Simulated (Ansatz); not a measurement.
Ni3Sn:
```
Ni3Sn
1.0
    5.23073     0.00000     0.00000
   -2.61536     4.52994     0.00000
    0.00000     0.00000     4.19319
Sn Ni
2 6
Cartesian
  0.00000   3.01996   1.04830
  2.61536   1.50998   3.14489
  2.61536   3.08399   1.04830
 -1.36313   3.80697   3.14489
  1.25223   0.72298   1.04830
  0.00000   1.44595   3.14489
  3.97850   0.72298   1.04830
  1.36313   3.80697   3.14489
```

Relaxed with PBEsol. Special points in fractions of this cell's reciprocal vectors: Γ (0.000, 0.000, 0.000); M (0.500, 0.000, 0.000); K (0.333, 0.333, 0.000); A (0.000, 0.000, 0.500); L (0.500, 0.000, 0.500); H (0.333, 0.333, 0.500).

### Question
List the band energies nearest the Fermi level at these points for plane-wave PAW PBEsol (Ansatz code).

### Answer
In eV from the Fermi level; about four levels below and three above (degenerate sets whole), none deeper than 8.9 eV; points with the same levels are listed once.

```csv
k,below,above
Γ,-0.56 -0.33 -0.20 -0.19,0.17 0.27 0.27
M,-0.84 -0.81 -0.37 -0.26,0.32 1.53 2.03
K,-0.99 -0.99 -0.76 -0.76 -0.28,1.70 1.70 1.96
A,-0.05 -0.05 -0.05 -0.05,2.79 2.79 4.15 4.15 4.15 4.15
L,-0.58 -0.58 -0.37 -0.37,0.30 0.30 0.62 0.62
H,-0.38 -0.38 -0.31 -0.31,2.54 2.54 4.26 4.26
```

Space group P6_3/mmc. The workflow started from an entry of the Crystallography Open Database (COD), which files this formula under 3 space groups. Whether it is the stable phase at ambient conditions was not checked. The PBEsol relaxation kept the symmetry of its start; whether a distortion lowers the energy is not shown. The workflow began spin-polarised and lost its moments. Scalar-relativistic: spin–orbit coupling is off unless named, which matters more the heavier the elements.

Potentials: the later of the program's two PAW sets.
